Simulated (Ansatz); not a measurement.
AgAu:
```cif
data_Ag3Au3
_chemical_formula_sum 'Ag3 Au3'
_space_group_name_H-M_alt 'R-3m :H'
_space_group_IT_number 166
_space_group_name_Hall '-R 3 2"'
_cell_length_a 2.83728
_cell_length_b 2.83728
_cell_length_c 13.99434
_cell_angle_alpha 90.000
_cell_angle_beta 90.000
_cell_angle_gamma 120.000
loop_
_atom_site_label
_atom_site_type_symbol
_atom_site_symmetry_multiplicity
_atom_site_Wyckoff_symbol
_atom_site_fract_x
_atom_site_fract_y
_atom_site_fract_z
_atom_site_occupancy
Ag1 Ag 3 a 0.00000 0.00000 0.00000 1
Au1 Au 3 b 0.00000 0.00000 0.50000 1
```
(The calculation used a cell of 2 atoms; values per cell refer to that cell.)

Relaxed at zero pressure with the program Ansatz at the LDA level (PAW).

Q: The volume is lowered by 3 % and shape and atoms relax at that volume. What pressure results, and how do the axes share the change?

A: 5.6 GPa; a -1.0 %, b -1.0 %, c -1.1 %; the energy rises by 8 meV/atom.

Q: Give the new structure.

A: 
Space group R-3m, hexagonal axes (No. 166); a = 2.810 Å, b = 2.810 Å, c = 13.837 Å, α = 90.00°, β = 90.00°, γ = 120.00°

```csv
atom,site,symmetry,x,y,z
Ag,3a,-3m,0.0000,0.0000,0.0000
Au,3b,-3m,0.0000,0.0000,0.5000
```

The phase is kept; no other phase was compared at this pressure.

The workflow started from a Materials Project entry (that database holds measured and hypothetical structures alike); the Crystallography Open Database copy checked does not list it. With Ag and Au taken as one species the cell has the higher symmetry Fm-3m, so it may be an ordered model of a mixed-site phase. Its standing as an ambient phase is unchecked. Symmetry was held in the LDA relaxation; its stability against distortions is not shown here. The run is not spin-polarised. Axis ratios of metals converge slowly with the k-mesh, so a and c are less sure than the volume. Spin–orbit coupling is left out wherever it is not named.

Potentials: the later of the program's two PAW sets.
